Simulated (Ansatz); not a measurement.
Trial structure of Ga4O, not yet relaxed:

```xyz
5
Lattice="4.3979 0.0000 0.0000 0.0000 4.3979 0.0000 0.0000 0.0000 4.3979" Properties=species:S:1:pos:R:3 pbc="T T T"
Ga    0.0000    0.0000    0.0000
Ga    2.1990    2.1990    0.0000
Ga    2.1990    0.0000    2.1990
Ga    0.0000    2.1990    2.1990
O     2.1990    2.1990    2.1990
```

Computed with DFT PBE, scalar-relativistic, plane waves, PAW in Ansatz 0.2.0. Settings: cutoff 420 eV, Γ-centred mesh 4×4×4 on the computed 5-atom cell, Gaussian smearing of 0.10 eV; no spin polarisation.

Formation energies are uncorrected and refer to the elements' standard structures at the same level (O₂ as a molecule).

Question: Estimate its pressure, forces and energy as it stands.

Answer: The pressure is 3.2 GPa (it wants to expand), the largest force is 0.00 eV/Å (symmetry fixes the atoms), and the energy is −0.11 eV/atom against the elements. The shortest distance is 2.20 Å.

Question: Is it a good guess?

Answer: A good one: relaxing gains under 0.1 eV/atom (the start's value is from the coarse mesh, so the gain is rough) in 7 ionic steps and ends at −0.13 eV/atom on the finer mesh. The symmetry stays Pm-3m (No. 221). The volume per atom grows by 4.4 %, from 17.0 to 17.8 Å³. The shortest distance goes from 2.20 Å (Ga–O) to 2.23 Å (Ga–O). Conventional cell: a = 4.462 Å. Around Ga on a site of symmetry m-3m lie 12 Ga at 3.16 Å; around Ga on a site of symmetry 4/mmm lie 2 O at 2.23 Å and 12 Ga at 3.16 Å; around O lie 6 Ga at 2.23 Å.

The last run used an 8×8×8 mesh for its 5-atom cell and Gaussian smearing of 0.10 eV. The relaxation can't lower the symmetry of the start, and the grade says only how near the guess is to its own end. A structure relaxed within its symmetry needn't be a true minimum. Another cell of Ga4O relaxed alike, in P-6m2, lies 94 meV/atom lower, so this cell isn't the stable form at this level.
